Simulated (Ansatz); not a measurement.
A relaxation computed with Ansatz, from input to last step.

```yaml
crystal:
  lattice:
    - [2.5901486096, 0.0, 0.0]
    - [-1.2950743048, 2.2431344955, 0.0]
    - [0.0, 0.0, 11.5731055567]
  atoms:
    - { symbol: B, position: [0.0, 0.0, 0.4237945784] }
    - { symbol: B, position: [0.0, 0.0, 0.5762054216] }
    - { symbol: B, position: [0.6666666667, 0.3333333333, 0.0230723828] }
    - { symbol: B, position: [0.3333333333, 0.6666666667, 0.9769276172] }
    - { symbol: O, position: [0.6666666667, 0.3333333333, 0.375386021] }
    - { symbol: O, position: [0.3333333333, 0.6666666667, 0.624613979] }
basis:
  ecutwfc: 420
kpoints:
  mp_grid: { grid: [18, 18, 4] }
hamiltonian:
  xc: pbe
scf:
  occupations: { method: gaussian, width: 0.1 }
output:
  forces: true
  stress: true
  eigenvalues: true
relax:
  adjacent_minimum: "off"
  f_tol: 0.01
  max_steps: 30
  cell: { stress_tol: 0.1, fix: [volume] }
```

```bash
ansatz run input.yaml --threads 1 --pin off --max-ram 2560MiB --backend cpu --events-out ev --progress --plain --runs-dir out
```

Computed with Ansatz, DFT PBE, scalar-relativistic, plane waves, PAW.

The volume is held at 1.03 times that of the relaxed cell.

Of 8 frames 7 are shown, positions in Å and forces in eV/Å; the SCF threshold varies from step to step. Steps run on the plane waves of an earlier cell, with a Pulay correction in the pressure. The basis is chosen afresh for the last frame, the zero of the energies, and at times for earlier ones too; energy and pressure step there, also at an unchanged geometry.

```xyz
6
Lattice="2.5901 0.0000 0.0000 -1.2951 2.2431 0.0000 0.0000 0.0000 11.5731" Properties=species:S:1:pos:R:3:forces:R:3 pbc="T T T" step=1 free_energy_over_end_meV_per_atom=4.23 pressure_GPa=-4.05
B     0.0000    0.0000    4.9046    0.0000    0.0000    0.0742
B     0.0000    0.0000    6.6685    0.0000    0.0000   -0.0742
B     1.2951    0.7477    0.2670    0.0000    0.0000   -0.3594
B     0.0000    1.4954   11.3061    0.0000    0.0000    0.3594
O     1.2951    0.7477    4.3444    0.0000    0.0000    0.2459
O     0.0000    1.4954    7.2287    0.0000    0.0000   -0.2459
6
Lattice="2.5786 0.0000 0.0000 -1.2893 2.2331 0.0000 0.0000 0.0000 11.6774" Properties=species:S:1:pos:R:3:forces:R:3 pbc="T T T" step=2 free_energy_over_end_meV_per_atom=1.06 pressure_GPa=-1.94
B     0.0000    0.0000    4.9645    0.0000    0.0000   -0.0716
B     0.0000    0.0000    6.7129    0.0000    0.0000    0.0716
B     1.2893    0.7444    0.2632    0.0000    0.0000   -0.1713
B     0.0000    1.4887   11.4142    0.0000    0.0000    0.1713
O     1.2893    0.7444    4.4057    0.0000    0.0000    0.1452
O     0.0000    1.4887    7.2717    0.0000    0.0000   -0.1452
6
Lattice="2.5687 0.0000 0.0000 -1.2843 2.2246 0.0000 0.0000 0.0000 11.7672" Properties=species:S:1:pos:R:3:forces:R:3 pbc="T T T" step=3 free_energy_over_end_meV_per_atom=0.22 pressure_GPa=-0.13
B     0.0000    0.0000    5.0110    0.0000    0.0000    0.0050
B     0.0000    0.0000    6.7562    0.0000    0.0000   -0.0050
B     1.2843    0.7415    0.2592    0.0000    0.0000    0.0017
B     0.0000    1.4830   11.5080    0.0000    0.0000   -0.0017
O     1.2843    0.7415    4.4579    0.0000    0.0000   -0.0221
O     0.0000    1.4830    7.3093    0.0000    0.0000    0.0221
6
Lattice="2.5687 0.0000 0.0000 -1.2843 2.2245 0.0000 0.0000 0.0000 11.7676" Properties=species:S:1:pos:R:3:forces:R:3 pbc="T T T" step=4 free_energy_over_end_meV_per_atom=0.21 pressure_GPa=-0.21
B     0.0000    0.0000    5.0106    0.0000    0.0000   -0.0030
B     0.0000    0.0000    6.7570    0.0000    0.0000    0.0030
B     1.2843    0.7415    0.2593    0.0000    0.0000    0.0017
B     0.0000    1.4830   11.5083    0.0000    0.0000   -0.0017
O     1.2843    0.7415    4.4562    0.0000    0.0000    0.0061
O     0.0000    1.4830    7.3114    0.0000    0.0000   -0.0061
6
Lattice="2.5687 0.0000 0.0000 -1.2843 2.2245 0.0000 0.0000 0.0000 11.7676" Properties=species:S:1:pos:R:3:forces:R:3 pbc="T T T" step=5 free_energy_over_end_meV_per_atom=0.03 pressure_GPa=-0.19
B     0.0000    0.0000    5.0106    0.0000    0.0000   -0.0030
B     0.0000    0.0000    6.7570    0.0000    0.0000    0.0030
B     1.2843    0.7415    0.2593    0.0000    0.0000    0.0016
B     0.0000    1.4830   11.5083    0.0000    0.0000   -0.0016
O     1.2843    0.7415    4.4562    0.0000    0.0000    0.0075
O     0.0000    1.4830    7.3114    0.0000    0.0000   -0.0075
6
Lattice="2.5668 0.0000 0.0000 -1.2834 2.2229 0.0000 0.0000 0.0000 11.7846" Properties=species:S:1:pos:R:3:forces:R:3 pbc="T T T" step=6 free_energy_over_end_meV_per_atom=0.01 pressure_GPa=-0.05
B     0.0000    0.0000    5.0191    0.0000    0.0000    0.0000
B     0.0000    0.0000    6.7656    0.0000    0.0000    0.0000
B     1.2834    0.7410    0.2607    0.0000    0.0000    0.0116
B     0.0000    1.4819   11.5239    0.0000    0.0000   -0.0116
O     1.2834    0.7410    4.4645    0.0000    0.0000    0.0020
O     0.0000    1.4819    7.3201    0.0000    0.0000   -0.0020
6
Lattice="2.5654 0.0000 0.0000 -1.2827 2.2217 0.0000 0.0000 0.0000 11.7978" Properties=species:S:1:pos:R:3:forces:R:3 pbc="T T T" step=8 free_energy_over_end_meV_per_atom=0.00 pressure_GPa=-0.04
B     0.0000    0.0000    5.0256    0.0000    0.0000    0.0000
B     0.0000    0.0000    6.7722    0.0000    0.0000    0.0000
B     1.2827    0.7406    0.2636    0.0000    0.0000    0.0002
B     0.0000    1.4811   11.5342    0.0000    0.0000   -0.0002
O     1.2827    0.7406    4.4708    0.0000    0.0000    0.0003
O     0.0000    1.4811    7.3269    0.0000    0.0000   -0.0003
```

The run took 66 s on 1 thread of Arm Neoverse V2, with other jobs on the host, peak memory 0.42 GiB.

The cell holds layers, and where no dispersion correction was added their binding is poorly described. Spin polarisation was left out, and a magnetic state may lie lower.